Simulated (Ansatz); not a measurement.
SrO (rock salt, Fm-3m), plane-wave PAW PBEsol (Ansatz code). The conduction-band minimum lies at X, with 3 equivalent valleys. Second derivatives d²E/dk² of the lowest band at one valley (eV·Å²), along Cartesian directions:

```csv
direction,d²E/dk²
[100],6.314
[010],19.58
[001],19.58
[110],12.95
[101],12.95
[011],19.58
```

Task: Find the principal effective masses, the density-of-states mass and the conductivity mass.

Result: Off-diagonal terms follow from H_xy = H[110] − (H_xx + H_yy)/2, and m*/mₑ = 7.620 eV·Å² over each eigenvalue: 0.39, 0.39, 1.2. One valley's DOS mass (m₁m₂m₃)^(1/3) = 0.57, conductivity mass 3/(Σ 1/mᵢ) = 0.50 mₑ.

Task: What effective density of states Nc follows at 300 K for parabolic valleys?

Result: Nc = 2.509e19 × 3 × (0.57)^(3/2) ≈ 3.2e19 cm⁻³.

The PBEsol relaxation kept the symmetry of its start. Spin–orbit coupling is left out wherever it is not named.

Potentials: the later of the program's two PAW sets.

Edges and masses are those of Kohn–Sham bands, whose gap is no quasiparticle gap.
